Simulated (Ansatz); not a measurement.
HfSiO₄:
```xyz
12
Lattice="-3.2910 3.2910 2.9856 3.2910 -3.2910 2.9856 3.2910 3.2910 -2.9856" Properties=species:S:1:pos:R:3 pbc="T T T"
O      3.2910     2.0758    -1.0755
O      3.2910     1.2152     2.5684
O      3.2910    -1.2152     2.5684
O      0.0000     1.2152     1.9101
O      1.2152     0.0000     4.0612
O      4.5063     0.0000     0.4173
O      2.0758     0.0000     0.4173
O      2.0758     3.2910     1.0755
Si     0.0000     0.0000     2.9856
Si     3.2910     0.0000     1.4928
Hf     0.0000     3.2910     1.4928
Hf     0.0000     0.0000     0.0000
```

Relaxed with r²SCAN. Special points in fractions of this cell's reciprocal vectors: Γ (0.000, 0.000, 0.000); X (0.000, 0.000, 0.500); M (-0.500, 0.500, 0.500); Z (0.456, 0.456, -0.456); Z0 (-0.456, 0.544, 0.456); P (0.250, 0.250, 0.250); N (0.000, 0.500, 0.000).

**Question.** List the band energies nearest the valence-band maximum at these points for r²SCAN (plane waves, PAW; program Ansatz).

**Answer.** In eV from the valence-band maximum; about four levels below and three above (degenerate sets whole), none deeper than 8.9 eV; points with the same levels are listed once.

```json
[
 {"k": "Γ", "below": "-0.57 -0.57 -0.56 0.00", "above": "6.37 6.64 6.83 6.83"},
 {"k": "X", "below": "-0.92 -0.92 -0.59 -0.59", "above": "6.02 6.02 7.15 7.15"},
 {"k": "M", "below": "-1.10 -1.10 -0.88 -0.88", "above": "6.82 6.82 7.28 7.28"},
 {"k": "Z", "below": "-1.04 -1.04 -0.82 -0.82", "above": "6.74 6.90 7.17"},
 {"k": "P", "below": "-1.11 -1.11 -0.50 -0.50", "above": "6.02 6.02 7.36 7.36"},
 {"k": "N", "below": "-0.92 -0.83 -0.27 -0.18", "above": "6.26 6.41 7.19"}
]
```

Space group I4_1/amd. Symmetry was held in the r²SCAN relaxation. The run is not spin-polarised. Scalar-relativistic: spin–orbit coupling is off unless named, which matters more the heavier the elements.

Potentials: the later of the program's two PAW sets.
